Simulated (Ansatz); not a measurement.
# Vibrational response of Al$_{5}$BAs$_{6}$

Theory: Ansatz, DFT PBE, scalar-relativistic, plane waves, PAW. Cutoff 420 eV, 6×6×4 k-points (Γ-centred), fixed occupations. No spin polarisation. Phonons by linear response, acoustic sum rule imposed.

Equilibrium structure at this level:
```
Al B As
1.0
     6.81255    0.00000    0.00000
    -3.40628    5.89984    0.00000
     0.00000    0.00000    6.46969
Al B As
5 1 6
Direct
  0.66667 0.33333 0.00196
  0.33333 0.66667 0.00196
  0.00000 0.31991 0.50052
  0.68009 0.68009 0.50052
  0.31991 0.00000 0.50052
  0.00000 0.00000 0.99844
  0.66667 0.33333 0.38400
  0.33333 0.66667 0.38400
  0.00000 0.00000 0.32812
  0.00000 0.29427 0.88532
  0.70573 0.70573 0.88532
  0.29427 0.00000 0.88532
```

The cell was found from a structure generator's guess, not taken from experiment. The run warned that its linear response isn't converged on this k mesh, so dielectric tensors, Born charges and infrared intensities are rough, and the frequencies may be too.

Question: Is this structure stable against zone-centre distortions?

Answer: Yes, at Γ: no optical mode is imaginary. Strains and other wave vectors aren't tested by this run.

Question: List the optical modes at Γ without the LO field (i marks imaginary ones).

Answer:
```csv
frequency (cm⁻¹),degeneracy,IR intensity of the level ((D/Å)²/amu)
76,2,0.00
115,1,0.00
126,2,0.01
133,2,0.01
142,1,0.09
160,2,0.27
161,1,0.00
187,2,0.06
200,1,0.12
223,1,0.12
301,2,0.03
315,2,11.96
315,1,0.00
333,1,11.38
333,1,0.00
335,2,0.17
341,1,5.55
357,2,9.99
358,2,22.24
359,1,9.44
532,2,4.76
546,1,3.05
```
